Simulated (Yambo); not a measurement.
Convergence of the G0W0 gap of AlN

G0W0@PBEsol for AlN (wurtzite, space group P6_3mc, No. 186) in Yambo. Reference settings: 6×6×4 Γ-centred k mesh, 77 bands and a 8 Ry block in the screening, 77 bands in G with the Bruneval-Gonze terminator, plasmon pole fitted at 27.2 eV. The PBEsol gap Γ → Γ on this mesh is 4.10 eV; G0W0 gaps are taken between the same points.

```csv
change from the reference,G0W0 gap Γ → Γ (eV),shift of the valence edge (eV),rough Yambo cost
reference settings,5.59,-0.82,1
28 bands in G,5.59,-0.80,–
wavefunctions cut at 25 Ry,5.53,-0.78,about 1/4
no point-group symmetry,5.59,-0.82,about 2×
"28 bands in G, no terminator",5.33,-0.07,–
no terminator,5.52,-0.62,–
```

The reference isn't shown to be the converged limit. Costs are rough (shared machines), scaled to the same edge states, and given only for runs that recompute the screening.

Geometry relaxed with PBEsol; primitive cell a = b = 3.1131 Å, c = 4.9828 Å, α = β = 90.00°, γ = 120.00°.

A shift is the quasiparticle energy of the state minus its PBEsol energy.
